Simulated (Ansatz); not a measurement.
A geometry of Al₂Cu away from equilibrium: the start of the relaxation of a generated cell, Al2Cu placed in the AFLOW prototype AB2_cP12_205_a_c (C2, as in FeS2). Calculation: PBEsol (plane waves to 420 eV, PAW, scalar-relativistic; Ansatz, a program for electronic structure). Γ-centred k-mesh 5×5×5 on the run's cell (coarser than for final values), Fermi–Dirac smearing 0.05 eV.

```xyz
12
Lattice="5.7782 0.0000 0.0000 0.0000 5.7782 0.0000 0.0000 0.0000 5.7782" Properties=species:S:1:pos:R:3 pbc="T T T"
Cu     0.0000     0.0000     0.0000
Cu     2.8891     2.8891     0.0000
Cu     0.0000     2.8891     2.8891
Cu     2.8891     0.0000     2.8891
Al     2.2252     2.2252     2.2252
Al     5.1143     0.6639     3.5530
Al     3.5530     5.1143     0.6639
Al     0.6639     3.5530     5.1143
Al     3.5530     3.5530     3.5530
Al     0.6639     5.1143     2.2252
Al     2.2252     0.6639     5.1143
Al     5.1143     2.2252     0.6639
```

Question: Which atoms carry the largest force, and which way does it point?

Answer: 2.72 eV/Å, on Al5, Al6, Al7, Al8, Al9, Al10, Al11, Al12 (atoms numbered as listed); on Al5 its components are (-1.57, -1.57, -1.57).

Question: What is the pressure?

Answer: +7.5 GPa, compression positive.

Question: How much energy per atom can still be gained by relaxing?

Answer: 0.56 eV/atom; the path ends in Fm-3m (No. 225) (AFLOW prototype AB2_cF12_225_a_c (C1, as in CaF2)).

No spin polarisation in the result.

The run could not lose the symmetry of its start: the end is stationary, and may be a saddle point rather than a minimum.

The end of the path is a generated cell of Al2Cu: the first start was made by placing the elements on the sites of a structure type, and the end was not matched to a known phase here, so it may be hypothetical. Known forms of Al2Cu include space group No. 140.
